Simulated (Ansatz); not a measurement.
The relaxed structure here is a generated cell of ZnCu2SnS4: the first start was made by a random draw of sites in a space group, and the end was not matched to a known phase here, so it may be hypothetical. Known forms of ZnCu2SnS4 include space group No. 82.

The end point of a relaxation of ZnCu₂SnS₄. Space group P1 (No. 1). All values below come from r2SCAN (plane waves to 500 eV, PAW, scalar-relativistic; Ansatz, an electronic-structure program).

```xyz
8
Lattice="5.0653 0.0000 0.0000 -1.7772 5.5955 0.0000 -1.2660 -2.3793 5.6819" Properties=species:S:1:pos:R:3 pbc="T T T"
Cu     1.6571    -0.2141     2.5635
Cu    -1.4537     2.3806     4.6398
S      3.0138     1.6252     2.5358
S     -0.4584     0.3345     5.4123
S     -1.5164     4.9234     0.8075
S      1.0886    -1.0023     4.6011
Sn     1.6913     3.6441     1.9966
Zn     4.1398     1.2991     0.5160
```

For ZnCu2SnS4, the volume per atom comes out as 20.13 Å³ and the band gap is 0.83 eV, indirect (valence top at U2, conduction bottom at T2) (no spin-orbit coupling). The smallest direct gap is 1.17 eV at k = (0.1429, -0.4286, -0.5), the shortest distances comes out as S–S 2.20 Å; Cu–S 2.26 Å; S–Zn 2.32 Å; S–Sn 2.47 Å and the k-mesh is 7×7×6.

Band energies at high-symmetry points (eV from the VBM; labels of this space group; no spin-orbit coupling), from −5 eV up to 5.5 eV:

| point | energies |
|---|---|
| Γ | -4.78 -4.43 -4.17 -3.92 -3.66 -3.52 -3.14 -2.89 -2.27 -2.07 -2.02 -1.99 -1.84 -1.63 -1.22 -1.17 -0.38 -0.22 1.34 2.46 2.95 3.47 3.86 4.94 |
| X | -4.76 -4.61 -4.16 -3.68 -3.58 -3.23 -3.01 -2.76 -2.19 -2.07 -2.01 -1.78 -1.62 -1.57 -1.35 -1.26 -0.99 -0.26 1.56 2.97 3.56 3.92 4.15 5.07 5.16 |
| Y | -4.82 -4.54 -4.00 -3.96 -3.71 -3.38 -3.09 -3.03 -2.24 -2.18 -2.02 -1.84 -1.66 -1.51 -1.26 -1.21 -0.93 -0.62 1.73 2.13 2.86 3.64 4.07 4.41 5.32 |
| Z | -4.80 -4.55 -4.23 -3.98 -3.75 -3.56 -3.35 -3.06 -2.77 -2.23 -2.09 -2.03 -1.92 -1.61 -1.47 -1.16 -1.05 -0.95 -0.50 1.22 2.15 2.30 3.15 4.08 4.24 5.30 |
| R2 | -4.69 -4.09 -3.96 -3.71 -3.39 -3.02 -2.98 -2.84 -2.17 -2.11 -2.00 -1.77 -1.74 -1.29 -1.14 -0.64 -0.48 -0.26 1.21 2.67 2.85 3.46 4.31 4.60 4.84 |
| T2 | -4.70 -4.09 -4.02 -3.90 -3.57 -3.39 -2.99 -2.80 -2.13 -2.02 -2.00 -1.84 -1.46 -1.25 -1.09 -0.97 -0.87 -0.35 0.83 2.39 2.96 3.70 3.87 4.56 4.81 5.40 |
| U2 | -4.77 -4.58 -4.07 -4.01 -3.42 -3.31 -3.15 -2.52 -2.24 -2.11 -2.00 -1.96 -1.74 -1.41 -1.19 -0.75 -0.43 0.00 1.46 2.50 3.26 3.96 4.37 4.68 4.88 |
| V2 | -4.52 -4.03 -3.57 -3.48 -3.21 -2.89 -2.31 -2.10 -2.08 -2.04 -1.80 -1.66 -1.50 -1.19 -1.13 -0.96 -0.29 1.40 3.24 3.42 3.74 4.23 4.65 5.23 |

The relaxed cell holds bonded S–S pairs (2.20 Å). No spin polarisation in the result.

It was reached from a disturbed copy of a I-4m2 (No. 119) cell, against which it lies -0.60 eV/atom.
